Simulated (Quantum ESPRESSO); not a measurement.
```xyz
2
Lattice="0.0000 3.5449 3.5449 3.5449 0.0000 3.5449 3.5449 3.5449 0.0000" Properties=species:S:1:pos:R:3 pbc="T T T"
Ba     0.0000     0.0000     0.0000
Te     3.5449     3.5449     3.5449
```
The geometry is a computed Materials Project entry, not a measured one. It is BaTe in Fm-3m; whether this form has been observed was not checked. Stability against distortions was not tested.

With PBE (σ by GIPAW in a modified build of Quantum ESPRESSO; JTH PAW datasets, 20 Ha):

| quantity | PBE |
|---|---|
| σ_iso Ba (ppm) | 4427.4 |
| σ_iso Te (ppm) | 2421.3 |

These are absolute shieldings with no macroscopic susceptibility term; δ = σ_ref − σ needs a reference computed alike. By our sweeps, such settings leave a few ppm in absolute σ on light atoms and up to some 20 ppm from Zn on. Spin–orbit coupling is left out; its weight grows with the heaviest atom, Ba here. No d partial waves on Te: the paramagnetic term there is incompletely reconstructed.

### Question
What does the LDA, on its own JTH datasets and the same geometry, give?

### Answer
```json
[
 {"quantity": "σ_iso Ba (ppm)", "LDA": "4337.5", "LDA − PBE": "-89.9"},
 {"quantity": "σ_iso Te (ppm)", "LDA": "2128.7", "LDA − PBE": "-292.5"}
]
```
